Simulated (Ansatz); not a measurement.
SiNi6Ge:
```
SiNi6Ge
1.0
    3.49874     0.00000     0.00000
    0.00000     3.49874     0.00000
    0.00000     0.00000     6.99847
Si Ni Ge
1 6 1
Direct
  0.00000   0.00000   0.50000
  0.50000   0.50000   0.00000
  0.50000   0.50000   0.50000
  0.50000   0.00000   0.25674
  0.50000   0.00000   0.74326
  0.00000   0.50000   0.25674
  0.00000   0.50000   0.74326
  0.00000   0.00000   0.00000
```

Relaxed with r²SCAN. Special points in fractions of this cell's reciprocal vectors: Γ (0.000, 0.000, 0.000); X (0.000, 0.500, 0.000); M (0.500, 0.500, 0.000); Z (0.000, 0.000, 0.500); R (0.000, 0.500, 0.500); A (0.500, 0.500, 0.500).

Question: List the band energies nearest the Fermi level at these points for the program Ansatz at the r²SCAN level (PAW).

Answer: In eV from the Fermi level; about four levels below and three above (degenerate sets whole), none deeper than 8.9 eV; points with the same levels are listed once.

| k | below | above |
|---|---|---|
| Γ | -0.74 -0.73 -0.67 -0.36 | 0.05 0.05 0.05 0.05 |
| X | -1.16 -1.05 -0.97 -0.66 | 0.06 0.66 0.66 |
| M | -0.62 -0.22 -0.22 -0.21 | 0.66 0.66 1.11 |
| Z | -0.79 -0.76 -0.64 -0.60 | 0.05 0.05 1.43 1.43 |
| R | -0.88 -0.88 -0.53 -0.39 | 1.38 1.42 2.09 |
| A | -1.08 -1.00 -0.57 -0.45 | 0.18 0.18 0.24 0.24 |

Space group P4/mmm. The workflow started from a Materials Project entry (that database holds measured and hypothetical structures alike); the Crystallography Open Database copy checked does not list it. With Si and Ge taken as one species the cell has the higher symmetry Pm-3m, so it may be an ordered model of a mixed-site phase. Its standing as an ambient phase is unchecked. The cell was relaxed with r²SCAN under the symmetry of its start; its stability against distortions is not shown here. No spin polarisation was allowed. Scalar-relativistic: spin–orbit coupling is off unless named, which matters more the heavier the elements.

Potentials: the later of the program's two PAW sets.
